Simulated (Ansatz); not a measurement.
Method: DFT PBE, scalar-relativistic, plane waves, PAW, and for the lanthanide a 4f-in-core norm-conserving potential, in Ansatz 0.2.0. All cells share a 690 eV cutoff and Γ-centred k meshes spaced at most about 0.3 Å⁻¹ (about 0.25 or finer for metals, 2π included). No spin polarisation in the final relaxations.

Temperature and zero-point effects are left out. All come from trial cells, and lower structures may exist.

**Question.** These unrelaxed guesses for LiSm are each relaxed within their symmetry. Order them by the energy at which they end, lowest first.
A.

```
Li Sm
1.0
     3.32544    0.00000    0.00000
    -1.66272    2.87992    0.00000
     0.00000    0.00000    4.10420
Li Sm
1 1
Direct
  0.33333 0.66667 0.50000
  0.00000 0.00000 0.00000
```

B.

```
Li Sm
1.0
     0.00000    3.45575    3.45575
     3.45575    0.00000    3.45575
     3.45575    3.45575    0.00000
Li Sm
2 2
Direct
  0.00000 0.00000 0.00000
  0.25000 0.25000 0.25000
  0.50000 0.50000 0.50000
  0.75000 0.75000 0.75000
```

C.

```
Li Sm
1.0
     3.57430    0.00000    0.00000
     0.00000    3.57430    0.00000
     0.00000    0.00000    3.57430
Li Sm
1 1
Cartesian
  0.0000 0.0000 0.0000
  1.7871 1.7871 1.7871
```

D.

```
Li Sm
1.0
     2.91832    0.00000    0.00000
     0.00000    2.91832    0.00000
     0.00000    0.00000    8.99815
Li Sm
2 2
Direct
  0.00000 0.50000 0.60800
  0.50000 0.00000 0.39200
  0.00000 0.50000 0.13000
  0.50000 0.00000 0.87000
```

**Answer.** D (ends in P4/nmm, 0 meV/atom), C (ends in Pm-3m, caesium chloride type, 97 meV/atom), A (ends in P-6m2, 111 meV/atom), B (ends in Fd-3m, NaTl (B32) type, 213 meV/atom). Even the lowest end lies +0.06 eV/atom against the elements.

For metals, differences of a few meV/atom aren't resolved. With atoms moved at random, P4/nmm came back. Other cells relaxed within their symmetry can be saddle points. Some structure types and database cells were kept out of the candidates from the start, so a known form may be missing.

The lanthanide is trivalent by construction, without f bands, f moments or other valences. The reference runs of the other elements, and any phases without the lanthanide, used 420 eV, which shifts energies against them by under 10 meV/atom. The lanthanide's reference is the lowest of its hcp, dhcp and fcc cells.
